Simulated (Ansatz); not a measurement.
Ti2C: enthalpy against pressure

Ti2C, Fd-3m, a = 8.620 Å. The structure is a Materials Project entry; whether it is the stable form wasn't checked. Ansatz: r2SCAN, PAW, 500 eV, Γ-centred 8×8×8 mesh on 12 atoms, Gaussian smearing 0.10 eV; no spin polarisation. Cell and atoms are relaxed at each pressure, and no other structure is tried, so the rows at high pressure may lie past a change of phase. y is the enthalpy over the state at zero pressure; there V0 = 13.345 Å³/atom. The pressures are the targets, met within 0.01 GPa.

| P (GPa) | y (eV/atom) |
| --- | --- |
| -1.0 | -0.0836 |
| 0.0 | 0.0000 |
| 1.0 | 0.0830 |
| 4.0 | 0.3288 |
| 12.0 | ? |
| 25.0 | 1.9432 |

Q: Fit y = c1 P + c2 P² + c3 P³ to the other rows, say what c1 and c2 mean, and predict the missing value.

A: Least squares on the rows shown. y = 0.083302 P − 0.00028556 P² + 2.5046×10⁻⁶ P³. Since dH/dP = V, c1 is V0: 0.083302 eV/GPa × 160.2 = 13.345 Å³ against 13.345; c2 = −V0/(2B0) gives B0 = 146 GPa, where a Birch–Murnaghan fit to the volumes of the same runs (not shown) gives 149 GPa. At P = 12.0 the fit asked for gives 0.9628 eV/atom. The run gave 0.9638 eV/atom, so the fit is 0.0010 eV/atom too low, 0.049 % of the span of the series, against an rms of 0.00001 eV/atom on the fitted rows. With a term in P⁴ added, a fit to the same known rows (none to spare) predicts 0.9655 eV/atom, which misses by about as much or more on the other side: the known rows don't fix the higher terms.